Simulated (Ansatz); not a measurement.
Input and command of a plane-wave DFT calculation in Ansatz:

```yaml
crystal:
  lattice:
    - [3.5717365912, 0.0, 0.0]
    - [0.0, 3.5717365912, 0.0]
    - [0.0, 0.0, 3.5717365912]
  atoms:
    - { symbol: Mn, position: [0.0, 0.5, 0.5], spin: 2.27 }
    - { symbol: Mn, position: [0.5, 0.0, 0.5], spin: 2.27 }
    - { symbol: Mn, position: [0.5, 0.5, 0.0], spin: 2.27 }
    - { symbol: O, position: [0.0, 0.0, 0.0], spin: 0.2 }
basis:
  ecutwfc: 420
kpoints:
  mp_grid: { grid: [6, 6, 6] }
hamiltonian:
  xc: pbe
scf:
  occupations: { method: gaussian, width: 0.1 }
  lower_state_search: "off"
output:
  forces: true
  stress: true
  eigenvalues: true
  populations: true
magnetization:
  spin_polarized: true
relax:
  adjacent_minimum: "off"
  f_tol: 0.04
  max_steps: 70
  cell: { stress_tol: 0.4 }
```

```bash
ansatz run input.yaml --threads 1 --pin off --max-ram 2560MiB --backend cpu --events-out ev --progress --plain --runs-dir out
```

Processor: Arm Neoverse V2, 1 thread, on a host shared with other jobs.

Q: Estimate time, memory and problem size.

A: About 14 s on 1 thread of Arm Neoverse V2, with other jobs on the host, peak memory 0.33 GiB. It solves 35 bands at 20 k points (the mesh reduced by the symmetry that the task leaves, which can be less than the crystal's) with about 847 plane waves (on the last cell), in 40 SCF iterations over 4 ionic steps.
